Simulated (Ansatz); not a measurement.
# An added Sn started as a split pair with a Sn atom in cubic perovskite CsSnBr3, 41 atoms, charge 0

Level of theory: DFT, PBEsol, PAW, plane waves (Ansatz 0.2.0).

Command:

```sh
ansatz run in.yaml --threads 7 --pin off --max-ram 13300MiB --runs-dir r --events-out ev --progress --plain
```

The input less its lattice and atoms:

```yaml
crystal:
  symmetry: { detect: false }
kpoints:
  mp_grid: { grid: [1, 1, 1], shift: [0.25, 0.25, 0.25] }
hamiltonian:
  xc: pbesol
scf:
  occupations: { method: fermi_dirac, width: 0.01 }
relax:
  f_tol: 0.03
  max_steps: 80
  escape_saddle: false
  adjacent_minimum: "off"
output:
  forces: true
  eigenvalues: true
  populations: true
```

Start:

```
Cs Sn Br
1.0
    11.50000    0.00000    0.00000
     0.00000   11.50000    0.00000
     0.00000    0.00000   11.50000
Cs Sn Br
8 9 24
Direct
  0.00030 0.99850 0.99909
  0.00128 0.99924 0.49848
  0.00169 0.50183 0.00069
  0.99917 0.49658 0.49953
  0.49929 0.00055 0.99806
  0.50249 0.00251 0.49905
  0.49903 0.50016 0.99654
  0.50195 0.50009 0.50254
  0.15653 0.15824 0.24851
  0.24941 0.24906 0.74498
  0.25281 0.74847 0.24903
  0.24781 0.75134 0.74820
  0.75155 0.24916 0.24992
  0.74648 0.25199 0.74885
  0.74805 0.75088 0.25046
  0.75014 0.75256 0.74772
  0.34368 0.34554 0.25150
  0.24981 0.24768 0.99847
  0.25081 0.25212 0.49794
  0.25046 0.75343 0.99811
  0.24930 0.75129 0.49882
  0.75110 0.24714 0.00228
  0.75097 0.25037 0.50252
  0.75007 0.74894 0.99879
  0.75043 0.74959 0.50128
  0.00008 0.24884 0.24982
  0.00127 0.25041 0.75285
  0.99782 0.74504 0.24856
  0.00261 0.75115 0.74699
  0.50169 0.25000 0.25143
  0.50021 0.24976 0.74684
  0.49823 0.74743 0.24885
  0.49915 0.75209 0.75104
  0.25172 0.99693 0.24853
  0.25073 0.00049 0.74991
  0.25364 0.50272 0.25056
  0.24958 0.50474 0.74799
  0.75131 0.99732 0.24812
  0.74793 0.00220 0.75088
  0.75005 0.49973 0.24780
  0.74774 0.49890 0.75023
```

Steps:

| step | energy less the first (eV) | largest force component (eV/Å) |
| --- | --- | --- |
| start | 0.000 | 11.020 |
| 1 | -7.027 | 4.165 |
| 2 | -9.770 | 2.234 |
| 3 | -11.293 | 1.624 |
| 4 | -12.416 | 1.028 |
| 5 | -13.046 | 0.243 |
| 6 | -13.210 | 0.148 |
| 7 | -13.285 | 0.197 |
| 8 | -13.323 | 0.357 |
| 9 | -13.442 | 0.338 |
| 10 | -13.525 | 0.367 |
| 11 | -13.667 | 0.185 |
| 12 | -13.769 | 0.131 |
| 13 | -13.842 | 0.076 |
| 14 | -13.887 | 0.102 |
| 15 | -13.912 | 0.144 |
| 16 | -13.922 | 0.048 |
| 17 | -13.941 | 0.060 |
| 18 | -13.949 | 0.089 |
| 19 | -13.962 | 0.038 |
| 20 | -13.973 | 0.097 |
| 21 | -13.979 | 0.065 |
| 22 | -13.983 | 0.078 |
| 23 | -13.992 | 0.024 |
| 24 | -13.992 | 0.024 |
| 25 | -13.994 | 0.016 |

A structure on the way, about -9.77 eV from the start:

```
Cs Sn Br
1.0
    11.50000    0.00000    0.00000
     0.00000   11.50000    0.00000
     0.00000    0.00000   11.50000
Cs Sn Br
8 9 24
Direct
  0.99940 0.99771 0.99842
  0.00037 0.99827 0.49908
  0.00072 0.50259 0.00015
  0.99836 0.49760 0.50007
  0.50011 0.99964 0.99739
  0.50330 0.00153 0.49977
  0.49998 0.50117 0.99597
  0.50280 0.50109 0.50318
  0.16547 0.16417 0.24875
  0.24906 0.24953 0.74614
  0.25173 0.74942 0.24889
  0.24848 0.75116 0.74827
  0.75140 0.24947 0.24979
  0.74742 0.25175 0.74938
  0.74878 0.75036 0.24989
  0.74977 0.75228 0.74842
  0.33716 0.33634 0.25019
  0.25010 0.24814 0.00043
  0.25050 0.25186 0.49596
  0.25033 0.75332 0.99817
  0.24937 0.75132 0.49876
  0.75093 0.24731 0.00194
  0.75087 0.25031 0.50222
  0.75005 0.74900 0.99910
  0.75032 0.74972 0.50078
  0.97718 0.27155 0.24991
  0.00103 0.25046 0.75240
  0.99775 0.74701 0.24843
  0.00177 0.75114 0.74710
  0.52360 0.22730 0.25186
  0.50009 0.24986 0.74703
  0.49877 0.74581 0.24915
  0.49966 0.75208 0.75085
  0.27350 0.97681 0.24844
  0.25067 0.00123 0.74948
  0.23101 0.52470 0.25076
  0.24963 0.50357 0.74817
  0.75295 0.99763 0.24817
  0.74797 0.00164 0.75066
  0.74815 0.49967 0.24811
  0.74783 0.49949 0.75015
```

End:

```xyz
41
Lattice="11.5000 0.0000 0.0000 0.0000 11.5000 0.0000 0.0000 0.0000 11.5000" Properties=species:S:1:pos:R:3 pbc="T T T"
Cs   11.1115    0.2470    0.0903
Cs   11.4408   11.1519    5.8926
Cs    0.0258    6.0336    0.1154
Cs    0.0067    5.4419    5.7812
Cs    5.8587    0.0405   11.1364
Cs    5.7999    0.0162    6.0715
Cs    5.8821    5.9601   11.0304
Cs    5.7616    6.3160    5.8509
Sn    2.1251    1.6442    3.0156
Sn    2.7107    2.7330    8.6199
Sn    3.0925    8.7396    2.7994
Sn    2.8585    8.5398    8.5686
Sn    8.4923    3.0173    3.0166
Sn    8.5387    2.9191    8.6324
Sn    8.6699    8.7420    2.8284
Sn    8.6639    8.6400    8.5660
Sn    4.1068    3.6855    2.2427
Br    2.7172    2.2667   11.4362
Br    2.2245    2.4578    5.7202
Br    2.8540    8.5476   11.4297
Br    3.0268    8.7655    5.6793
Br    8.1710    3.0657   11.4304
Br    9.2342    2.5738    5.6937
Br    8.7099    8.4932   11.4313
Br    8.4619    8.9376    5.6974
Br   11.2550    3.2728    2.3833
Br   11.3485    3.1771    9.0165
Br   11.4735    9.0202    2.8103
Br    0.0048    8.3365    8.4197
Br    5.7792    3.1789    4.4228
Br    5.6012    2.6885    8.5333
Br    5.7437    7.9388    2.6201
Br    5.7592    8.7950    8.6519
Br    4.4068   11.3858    2.8194
Br    2.6315   11.3877    8.5629
Br    2.5217    5.8264    3.0994
Br    3.0256    5.6552    8.5478
Br    8.4019    0.1163    2.6007
Br    8.7748    0.0201    8.7380
Br    8.7834    5.8734    3.2200
Br    8.4155    5.7841    8.3279
```

The calculation finished and met its thresholds.

Time: 4.1 min of wall time on 7 threads of a Neoverse-V2 processor, on a host shared with other runs; peak host memory 2.4 GiB.

Problem. How much energy did the relaxation gain, and which atom moved most?

Solution. 13.99 eV in 25 steps, from a start with small random displacements (neighbours that lie too close to an added atom are first pushed off) (the gain also holds any tilting of the ideal host); atom 30 (Br) moved 1.56 Å, the median atom 0.36 Å (drift of the whole cell removed).

The one k point has no symmetry partners, which can distort the end along one axis.
